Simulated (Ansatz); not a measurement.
## Exchange couplings of Be3V

These are results of DFT PBE, scalar-relativistic, plane waves, PAW in Ansatz 0.2.0, not measurements.

```yaml
crystal:
  lattice:
    - [0.00000, 2.66838, 2.66838]
    - [2.66838, 0.00000, 2.66838]
    - [2.66838, 2.66838, 0.00000]
  atoms:
    - { symbol: Be, position: [0.25000, 0.25000, 0.25000] }
    - { symbol: Be, position: [0.75000, 0.75000, 0.75000] }
    - { symbol: Be, position: [0.50000, 0.50000, 0.50000] }
    - { symbol: V, position: [0.00000, 0.00000, 0.00000] }
```

```json
{"plane-wave cutoff": "420 eV", "Γ-centred k-mesh": "14×14×14", "occupation rule": "Fermi–Dirac smearing, 0.05 eV", "list of starting moments (μB, in atom order)": "0 0 0 2", "check for lower electronic states after the SCF": "on"}
```

Converged site moments (μB): V +0.74. Site moments are spin moments in atom-centred spheres that scale with the neighbour distance. Atoms are counted from 1 in the order above. Couplings come from the magnetic force theorem on a 12×12×12 mesh, for E = −Σ J e·e over ordered pairs of unit vectors, so positive J favours parallel moments. In a metal they are rough on such a mesh. Moments this small can shrink or vanish when turned, so the model's temperatures can be far too high.

Problem. What are the nearest couplings and the ordering temperature?

Solution. The couplings:

```tsv
atom	partner	distance (Å)	J (meV)	count
V4	V4	3.77	1.87	12
V4	V4	5.34	0.59	6
V4	V4	6.54	-0.29	24
V4	V4	7.55	0.05	12
V4	V4	8.44	0.28	24
V4	V4	9.24	0.04	8
V4	V4	9.98	-0.05	48
V4	V4	10.67	-0.26	6
V4	V4	11.32	0.03	24
V4	V4	11.32	-0.12	12
V4	V4	11.93	-0.05	24
V4	V4	12.52	-0.01	24
```

With all couplings within the mesh's reach, farther shells too, the ordering temperature for classical moments is 170 K in mean field, which tends to overestimate it. It belongs to the order with wave vector (0.00, 0.08, 0.08) in units of the cell's reciprocal vectors, which these couplings favour, so the state that was run needn't be the lowest (a margin of a few per cent between wave vectors isn't resolved by couplings this rough).

Cost: 1 run of about 2.8 core-minutes, on Arm Neoverse V1 (shared hosts).